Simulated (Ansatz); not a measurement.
# Compressing Rb2Ni3S4: a fit and a missing row

Rb2Ni3S4, Fmmm, a = 5.864 Å, b = 9.935 Å, c = 13.801 Å. The structure is a Materials Project entry; whether it is the stable form wasn't checked. Ansatz: r2SCAN, PAW, 500 eV, Γ-centred 6×6×6 mesh on 9 atoms, Gaussian smearing 0.02 eV; no spin polarisation. Shape and atoms are relaxed at each volume; pressure is positive in compression.

```
V (Å³/atom) P (GPa)
     19.654        ?
     20.324     3.28
     20.994     1.95
     21.664     0.87
     22.334     0.00
     23.004    -0.60
     23.675    -0.97
```

Problem. Take V0 = 22.334 Å³/atom, fit the third-order Birch–Murnaghan form to the other rows, and predict the missing pressure.

Solution. With the Eulerian strain f = ½[(V0/V)^(2/3) − 1] and y = P/[3f(1 + 2f)^(5/2)], the form is the line y = B0 + 1.5 B0 (B0′ − 4) f. Rows (f, y): 0.03245, 28.79; 0.02106, 27.84; 0.01026, 26.87; -0.00976, 21.53; -0.01906, 18.69. Means f = 0.006990, y = 24.744; Σ(Δf)² = 0.001816, ΣΔfΔy = 0.3651; the slope is their ratio. y = 23.34 + 201.0 f GPa, so B0 = 23.3 GPa and B0′ = 4 + 2 × (201.0)/(3 × 23.34) = 9.74. At V = 19.654, f = 0.04448, y = 32.280 and P = 5.33 GPa. The run gave 4.91 GPa, so the fit is 0.42 GPa too high, 7.1 % of the span of the series, against an rms of 0.06 GPa on the fitted rows. The row lies outside the fitted range. The points of y bend away from a line: a fourth-order term fitted to them gives P = 4.71 GPa at this row's volume (the line 5.33, the run 4.91). With a term in f² added B0′ becomes 10.62, so this figure hangs on the form. A B0′ outside 2 to 8 is unusual except in layered or molecular crystals, and here it hangs on few rows.

Cost: 7 runs of about 47 core-minutes in all, on Intel Xeon Processor @ 2.70GHz (shared hosts).